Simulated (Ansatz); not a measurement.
## E(M) for Fe3Ge (Pm-3m)

Geometry: a structure from the Materials Project; nothing is relaxed.

Settings: PBEsol, 9×9×9 k mesh, Fermi–Dirac smearing of 0.03 eV. PAW means Ansatz 0.2.0 on its default frozen-core files; LAPW is all-electron LAPW in Ansatz 0.2.0. Site moments are integrated in spheres about the atoms, whose radii differ between the methods.

The first input and its command:

```yaml
crystal:
  lattice:
    - [3.66050052, 0.0, 0.0]
    - [0.0, 3.66050052, 0.0]
    - [0.0, 0.0, 3.66050052]
  atoms:
    - { symbol: Fe, position: [0.0, 0.5, 0.5], spin: 3.0 }
    - { symbol: Fe, position: [0.5, 0.5, 0.0], spin: 3.0 }
    - { symbol: Fe, position: [0.5, 0.0, 0.5], spin: 3.0 }
    - { symbol: Ge, position: [0.0, 0.0, 0.0] }
magnetization:
  spin_polarized: true
kpoints:
  mp_grid: { grid: [9, 9, 9] }
scf:
  occupations: { method: fermi_dirac, width: 0.03 }
  lower_state_search: "off"
hamiltonian:
  xc: pbesol
  pseudopotentials: { kind: paw }
output:
  forces: true
  stress: true
  eigenvalues: true
  populations: true
  dos: { projected: true, de: 0.1, e_range: [-8, 5] }
  write_density: true
  write_potential: true
  elf: true
  volumetric_format: npy
```

Command: `ansatz run input.yaml --threads 2 --pin off --max-ram 6144MiB --backend cpu --events-out ev --progress --plain --runs-dir out`

The input for «total moment held at 5.51 μB» by PAW differs from it in these lines, output keys apart:

```diff
-    - { symbol: Fe, position: [0.0, 0.5, 0.5], spin: 3.0 }
-    - { symbol: Fe, position: [0.5, 0.5, 0.0], spin: 3.0 }
-    - { symbol: Fe, position: [0.5, 0.0, 0.5], spin: 3.0 }
+    - { symbol: Fe, position: [0.0, 0.5, 0.5], spin: 1.837 }
+    - { symbol: Fe, position: [0.5, 0.5, 0.0], spin: 1.837 }
+    - { symbol: Fe, position: [0.5, 0.0, 0.5], spin: 1.836 }
+  initial_magnetization: 5.51
+  spin_locking: { lock_magnetization: hard }
```

The input for «total moment held at 7.13 μB» by LAPW differs from it in these lines, output keys apart:

```diff
-    - { symbol: Fe, position: [0.0, 0.5, 0.5], spin: 3.0 }
-    - { symbol: Fe, position: [0.5, 0.5, 0.0], spin: 3.0 }
-    - { symbol: Fe, position: [0.5, 0.0, 0.5], spin: 3.0 }
+    - { symbol: Fe, position: [0.0, 0.5, 0.5], spin: 2.377 }
+    - { symbol: Fe, position: [0.5, 0.5, 0.0], spin: 2.377 }
+    - { symbol: Fe, position: [0.5, 0.0, 0.5], spin: 2.376 }
+  initial_magnetization: 7.13
+  spin_locking: { lock_magnetization: hard }
-  pseudopotentials: { kind: paw }
+  pseudopotentials: { kind: all_electron, lapw: { basis_error: 0.001 } }
```

Each run fixes M = N↑ − N↓ with two Fermi levels; the holding field B = (E_F↑ − E_F↓)/2μB is the slope of the free energy against M over μB. Energies count from each method's free run. The held moment starts on the atoms that carry the free run's moments.

The free PAW run: Site moments (μB): Fe1 2.22, Fe2 2.22, Fe3 2.22, Ge4 -0.12. Cell moment 6.48 μB.

```tsv
M (μB/cell)	ΔF PAW (meV/cell)	ΔF LAPW (meV/cell)	B, PAW (T)	largest site moment, PAW (μB)	pressure, PAW (GPa)
0.00	+1313.0	–	–	0.00	-24.8
1.62	+1136.4	+1143.1	-3510	0.57	-23.7
3.24	+715.1	+713.7	-5187	1.11	-21.0
4.54	+349.6	–	-3800	1.55	-18.3
5.51	+135.3	–	-3681	1.89	-15.3
7.13	+41.5	+41.3	+2046	2.42	-7.9
7.78	+176.0	–	+5341	2.61	-4.0
8.75	+695.8	–	+12489	2.86	3.1
```

Against an unpolarised PAW run, spin polarisation gains 328.3 meV per atom; the pressure goes from -24.8 to -11.3 GPa, the usual magnetovolume effect: the magnetic state wants the larger volume.

**Question.** Fit ΔF = E₀ + a₂M² + a₄M⁴ to the PAW points up to M = 7.78 μB, leaving out M = 4.54. What does the fit give, and how well does it predict the point left out?

**Answer.** E₀ = +1290.9 meV, a₂ = -58.88 meV/μB², a₄ = +0.671 meV/μB⁴, with a worst miss of 31.6 meV. At M = 4.54 it gives +362.3 meV against the computed +349.6. Since a₂ < 0 the minimum lies at M₀ = √(−a₂/2a₄) = 6.62 μB, against 6.48 μB from the free run.

**Question.** Check μB·B = dF/dM between M = 3.24 and 4.54 μB with the PAW numbers.

**Answer.** ΔF/ΔM = -365.5 meV / 1.30 = -281.2 meV per μB, which is -4857 T with μB = 0.05788 meV/T. The mean of the two holding fields is -4493 T. The slope equals the mean of B over the step, so the two agree where B(M) is nearly straight between its ends, and here they lie within a tenth of each other.

Separate runs put a uniform field on the spins (g = 2):

| field (T) | M PAW (μB/cell) | M LAPW (μB/cell) |
| --- | --- | --- |
| 200 | 6.513 | 6.514 |
| 1000 | 6.744 | 6.746 |
| 3000 | 7.345 | 7.348 |

The rows needn't lie on one branch: at M = 0 the run is unmagnetised, so slopes across such rows needn't follow B.

The PAW files were made with PBE; the program remakes their cores once for the run's functional and then keeps them frozen. The Ansatz runs typed with the search for lower states off end where their start leads. The magnetic state is the one that this cell and start allow. It needn't be the compound's measured order, which may need a larger cell or be absent.
